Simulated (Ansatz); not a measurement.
**Si (I4_1/amd), zone-centre modes**

Level of theory: DFT r2SCAN, scalar-relativistic, plane waves, PAW in Ansatz 0.2.0. The runs took a 500 eV cutoff, a Γ-centred 26×26×26 mesh and Gaussian smearing (0.15 eV). No spin polarisation.

Zero of the scan (relaxed at this level; this form isn't the usual structure):

```
Si
1.0
    -2.40120    2.40120    1.32237
     2.40120   -2.40120    1.32237
     2.40120    2.40120   -1.32237
Si
2
Direct
  0.25000 0.75000 0.50000
  0.50000 0.50000 0.00000
```

Harmonic modes by finite displacements of 0.02 Å, without the LO–TO term.

(1) At this geometry, is the structure stable against these modes?

(2) List the wavenumbers in cm⁻¹.

Answers

(1) Yes: no mode is imaginary beyond 10 cm⁻¹, and only the three translations lie near zero.

(2) 0, 0, 0, 121, 312, 312.

Cost: 1 run of about 5.9 core-minutes, on Arm Neoverse V2 (shared hosts).